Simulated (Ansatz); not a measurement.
## Quadrupolar parameters in Hf

The cell is a structure deposited in the COD, atoms as given.

```yaml
crystal:
  lattice:
    - [3.19670, 0.00000, 0.00000]
    - [-1.59835, 2.76842, 0.00000]
    - [0.00000, 0.00000, 5.05780]
  atoms:
    - { symbol: Hf, position: [0.33333, 0.66667, 0.25000] }
    - { symbol: Hf, position: [0.66667, 0.33333, 0.75000] }
```

Sites (sets of like atoms) are named by element and the number of their first atom in this list.

Level of theory: DFT, PBE, plane waves and PAW, scalar-relativistic, 420 eV cutoff, Γ-centred 11×11×6 k-points, Fermi–Dirac smearing 0.05 eV (Ansatz 0.2.0).

C_Q = eQV_zz/h, which is 24.18 MHz for Q = 1 b and V_zz = 10²¹ V/m²; η = (V_xx − V_yy)/V_zz.

Hf-179: I = 9/2, Q = 3793 mb. Nuclear quadrupole moments: year-2017 set (Pyykkö).

(1) Give the quadrupolar parameters of the distinct sites.

Answers

(1) 

```tsv
site	atoms (order as listed)	first shell	V_zz (10²¹ V/m²)	η	C_Q (MHz)
Hf	1, 2	12 Hf at 3.13–3.20 Å	8.86	0.00	813
```

An axis of threefold or higher order runs through Hf, so V_zz lies along it and η is zero.

The run finds no gap above 0.1 eV (a metal, or nearly one), so the gradients can move by 10 % or more with the k-mesh. Without spin–orbit coupling the gradients at and beside Hf can be off by some per cent, at some sites by more.

Hardware: 1 thread of Arm Neoverse V2 (aarch64; 28 cores open to the job, memory cap 3.0 GiB, no GPU), a shared host with a load of 0.9 a core. Wall time 6.1 s, CPU time 6.1 s, peak memory 0.42 GiB.
